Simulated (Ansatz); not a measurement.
Li2H6Pt:
```xyz
9
Lattice="0.0000 3.3029 3.3029 3.3029 0.0000 3.3029 3.3029 3.3029 0.0000" Properties=species:S:1:pos:R:3 pbc="T T T"
Li     4.9544     4.9544     4.9544
Li     1.6515     1.6515     1.6515
H      3.3029     3.3029     4.9656
H      3.3029     3.3029     1.6403
H      4.9656     3.3029     3.3029
H      1.6403     3.3029     3.3029
H      3.3029     4.9656     3.3029
H      3.3029     1.6403     3.3029
Pt     0.0000     0.0000     0.0000
```

Relaxed with PBEsol. Special points in fractions of this cell's reciprocal vectors: Γ (0.000, 0.000, 0.000); X (0.500, 0.000, 0.500); U (0.625, 0.250, 0.625); K (0.375, 0.375, 0.750); L (0.500, 0.500, 0.500); W (0.500, 0.250, 0.750).

Q: List the band energies nearest the valence-band maximum at these points for plane-wave PAW PBEsol with spin–orbit coupling (Ansatz code).

A: In eV from the valence-band maximum; about four levels below and three above (degenerate sets whole), none deeper than 8.9 eV; points with the same levels are listed once.

```csv
k,below,above
Γ,-0.34 -0.34 -0.34 -0.34,6.25 6.25 6.97 6.97 6.97 6.97
X,-1.69 -1.69 -1.63 -1.63,2.53 2.53 7.28 7.28
U,-1.61 -1.61 -1.21 -1.21,3.59 3.59 6.81 6.81
L,-0.59 -0.59 0.00 0.00,4.96 4.96 5.22 5.22
W,-1.82 -1.82 -1.53 -1.53,4.35 4.35 5.76 5.76
```

Space group Fm-3m. The first step of the workflow began from a Materials Project structure, measured or hypothetical; the Crystallography Open Database copy checked does not list it. Whether it is the stable phase at ambient conditions was not checked. The cell was relaxed with PBEsol under the symmetry of its start; of distortions, only those at the zone centre were tested. No spin polarisation was allowed.

Potentials: the later of the program's two PAW sets.
